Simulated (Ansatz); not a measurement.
# Two states of CsNiCl3

```yaml
crystal:
  lattice:
    - [7.15343, 0.00000, 0.00000]
    - [-3.57671, 6.19505, 0.00000]
    - [0.00000, 0.00000, 5.93749]
  atoms:
    - { symbol: Cs, position: [0.33330, 0.66670, 0.75000] }
    - { symbol: Cs, position: [0.66660, 0.33330, 0.25000] }
    - { symbol: Ni, position: [0.00000, 0.00000, 0.00000] }
    - { symbol: Ni, position: [0.00000, 0.00000, 0.50000] }
    - { symbol: Cl, position: [0.15432, 0.30864, 0.25000] }
    - { symbol: Cl, position: [0.84568, 0.15432, 0.75000] }
    - { symbol: Cl, position: [0.69136, 0.84568, 0.25000] }
    - { symbol: Cl, position: [0.84568, 0.69136, 0.75000] }
    - { symbol: Cl, position: [0.15432, 0.84568, 0.25000] }
    - { symbol: Cl, position: [0.30864, 0.15432, 0.75000] }
```

Single point in Ansatz 0.2.0 with LDA, with U = 7.01 eV and J = 0.46 eV on Ni d (all-electron-ortho-atomic projectors). Cutoff 420 eV, PAW datasets, 4×4×4 Γ-centred k mesh, fermi-dirac filling (width 0.1 eV).

State A: Ni3 down, Ni4 up (collinear spin). State B: Ni3 up, Ni4 up (collinear spin).

Question: Which state is lower, and how do they differ?

Answer: They are level within 1 meV an atom.

```tsv
state	free energy (meV/atom)	largest moment in a small sphere (μB)	net moment (μB/cell)	gap on mesh (eV)	pressure (GPa)	largest force (eV/Å)
A	0.0	1.65	0.00	2.96	-2.7	0.32
B	0.6	1.65	4.00	2.69	-2.6	0.33
```

Origin: a database entry at a rescaled volume. Caveats: gaps of Fe, Co and Ni magnets come out low on these datasets.
